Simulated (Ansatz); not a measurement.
NbAgSe2O7 at a changed volume: ⁹³Nb nuclear quadrupole resonance

Cell: a diffraction structure from the COD, relaxed with PBE at fixed cell and then changed (volume scaled by 1.04).

```cif
data_NbAgSe2O7
_symmetry_space_group_name_H-M 'Cmcm'
_symmetry_Int_Tables_number 63
_cell_length_a 10.9553
_cell_length_b 7.8945
_cell_length_c 7.4599
_cell_angle_alpha 90.000
_cell_angle_beta 90.000
_cell_angle_gamma 90.000
loop_
_atom_site_label
_atom_site_type_symbol
_atom_site_symmetry_multiplicity
_atom_site_Wyckoff_symbol
_atom_site_fract_x
_atom_site_fract_y
_atom_site_fract_z
Nb Nb 4 a 0.0000 0.0000 0.5000
Ag Ag 4 b 0.5000 0.0000 0.0000
Se Se 8 g 0.2887 0.7647 0.2500
O9 O 8 g 0.3546 0.9607 0.2500
O13 O 16 h 0.3687 0.6711 0.4353
O21 O 4 c 0.5000 0.5798 0.7500
```

One atom of each set is listed; the run and its k-mesh use a cell of 22 atoms with edges of 6.75, 6.75, 7.46 Å.

The numbers come from a DFT calculation in Ansatz (PBE, plane waves and PAW, scalar-relativistic, 420 eV cutoff, Γ-centred 4×4×3 k-points, Fermi–Dirac smearing 0.02 eV).

⁹³Nb: I = 9/2, Q = -320.0 mb (year-2017 value). Static lattice, zero field.

Question: The simulated lines lie at 3.68, 7.20, 10.8, 14.4 MHz. What are |C_Q|, η and |V_zz| at Nb?

Answer: For I = 9/2 and η = 0 the lines are |C_Q|/24 times 1, 2, 3 and 4; η shifts the lowest up most. Here |C_Q| = 86.6 MHz, η = 0.05 and |V_zz| = 11.20 × 10²¹ V/m². The calculation gives V_zz negative; the lines don't show the sign. The site has 6 O at 1.97–2.03 Å.

Without spin–orbit coupling (the program notes it for Nb) the gradients are little affected as a rule: paired runs on crystals with a gap mostly move them by under 2 % at such atoms. The atoms aren't relaxed in the changed cell (largest force 0.9 eV/Å).
